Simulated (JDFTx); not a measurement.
System: aminoborane, BH4N (SMILES BN), charge 0, multiplicity 1; geometry: optimised with GFN2-xTB in vacuum (one conformer, no frequencies checked; largest PBE force component 0.7 eV/Å). Z-matrix (Å, degrees):
```
B
N 1 1.3777
H 2 1.0066 1 123.88
H 2 1.0066 3 112.35 1 179.88
H 1 1.1715 2 118.93 3 179.78
H 1 1.1715 5 122.12 2 179.69
```

All numbers are PBE, GBRV ultrasoft potentials, plane waves to 20/100 Ha results from a modified build of JDFTx, not measurements. Liquid: CANDLE, water, 1 M KF. The liquid run sits in a periodic box with 4.5 Å from the outermost atoms to the faces; the vacuum run is isolated. The box matters at about 0.01 eV. The solvation energy is E(in liquid) − E(vacuum) at fixed geometry, with no thermal, conformational or standard-state terms added.

The values are those of the intact species: the continuum can't coordinate to it or react with it.

```yaml
solvation_energy: -15.5 kJ/mol
"part: cavitation term of the fluid": 31 kJ/mol
"part: dispersion term of the fluid": -28.3 kJ/mol
"part: electrostatic term of the fluid": -23.0 kJ/mol
"part: distortion of the solute's electrons": 4.6 kJ/mol
dipole_moment_in_vacuum: 1.98 D
dipole_moment_in_the_liquid: 2.73 D
"highest occupied level in vacuum (zero: vacuum level)": -7.39 eV
"highest occupied level in the liquid (zero: bulk electrolyte)": -7.08 eV
volume of the model's cavity: 154.8 Å³
rough_cost_vacuum_and_liquid_run: 80 s and 90 s of core time
```
